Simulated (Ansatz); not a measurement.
Bands of FePt

```yaml
crystal:
  lattice:
    - [2.72165, 0.00000, 0.00000]
    - [0.00000, 2.72165, 0.00000]
    - [0.00000, 0.00000, 3.70000]
  atoms:
    - { symbol: Fe, position: [0.50000, 0.50000, 0.50000] }
    - { symbol: Pt, position: [0.00000, 0.00000, 0.00000] }
```

Atom numbers follow the list: Fe1, Pt2.

The cell comes from COD entry 1540807, which wasn't checked; take it as a given geometry.

Computed with Ansatz 0.2.0, DFT, PBE, all-electron LAPW, Dirac equation with spin-orbit coupling.

Settings: a Γ-centred 12×12×9 k mesh, Fermi–Dirac smearing of 0.05 eV, basis error target 1 meV/atom, spin-polarised from start moments Fe1 3 μB, magnetisation along z, ending with a spin moment of 3.25 μB in the cell.

Points in fractions of the reciprocal vectors of this cell: Γ (0, 0, 0), X (0, 0.5, 0), M (0.5, 0.5, 0), Z (0, 0, 0.5), R (0, 0.5, 0.5), A (0.5, 0.5, 0.5). The path joins them by straight lines in the order Γ–X–M–Γ–Z–R–A–Z–X; legs that retrace an earlier one aren't tabulated. Energies are in eV from the Fermi level.

Task: Is there a gap?

Result: none: bands cross the Fermi level, a metal.

Task: List the levels between -14 and 8 eV at the symmetry points.

Result: 
Γ: -9.72, -9.58, -6.51, -6.37, -6.00, -5.98, -3.62, -3.37, -3.01, -2.83, -2.28, -2.02, -1.75, -1.07, -0.63, -0.60, -0.49, -0.04, 0.69, 1.62, 1.75, 1.86, 2.17, 2.35
X: -6.33, -6.20, -5.07, -4.98, -4.47, -4.42, -4.39, -3.71, -3.44, -3.37, -2.79, -2.59, -2.52, -2.12, -1.55, -1.33, -1.21, -0.91, 0.16, 0.55, 0.73, 2.03, 2.36, 2.60
M: -7.08, -6.70, -6.04, -5.96, -5.67, -5.20, -4.92, -4.83, -1.37, -1.02, -0.59, -0.55, -0.40, 0.48, 0.91, 0.96, 1.06, 1.33, 1.77 (×2), 1.77, 1.86, 1.93, 2.01, 7.60
Z: -7.86, -7.78, -5.93, -5.83, -5.68, -5.39, -3.59, -3.24, -3.22, -2.61, -2.35, -2.25, -2.04, -1.93, -1.88, -1.85, -1.83, -1.44, -0.71, -0.50, 0.22, 0.41, 0.51, 1.49
R: -6.71, -6.67, -6.33, -6.18, -4.00, -3.72, -3.58, -3.12, -2.97, -2.77, -2.24, -1.17, -1.04 (×2), -0.92, -0.47, -0.44, -0.23, -0.23 (×2), 0.88, 1.58, 1.63, 1.72, 4.74, 5.73, 6.89, 7.83
A: -6.29, -6.13, -5.27, -5.08, -4.75, -4.58, -4.17, -3.63, -3.45, -2.31, -1.99, -1.74, -1.61, -1.49, -1.26, -1.01, 0.51, 0.83, 0.90, 1.77, 5.88, 6.57, 7.52, 7.65
